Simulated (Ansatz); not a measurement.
SiMo$_{2}$ in space group P6_3/mmc (No. 194; Si on 2c, Mo on 2a, Mo on 2d), DFT-PBE in the program Ansatz with PAW potentials, all energies at zero smearing, with the estimated change up to a 700 eV cutoff added, with one set of potentials and settings (totals compare only within such a set). Cell of 6 atoms (2 Si, 4 Mo): -21096.094 eV.

```tsv
element	reference phase	E (eV/atom)
Si	Fd-3m, 2 atoms in the cell	-635.8096
Mo	Im-3m, 1 atoms in the cell	-4956.0212
```

Formation energy per atom, worked out: (-21096.094 − 2×(-635.8096) − 4×(-4956.0212))/6 = -0.065 eV/atom (-6 kJ per mol of atoms), at 0 K, without zero-point energy or fitted corrections.

The cell is a constructed one: a structure type filled with these elements; neither database checked (COD, Materials Project) lists it. Its standing as an ambient phase is unchecked. The PBE relaxation kept the symmetry of its start; whether a distortion lowers the energy is not shown. No spin polarisation was allowed. The references are the lowest solids computed at this level, not always the standard phases.

Potentials: the later of the program's two PAW sets.
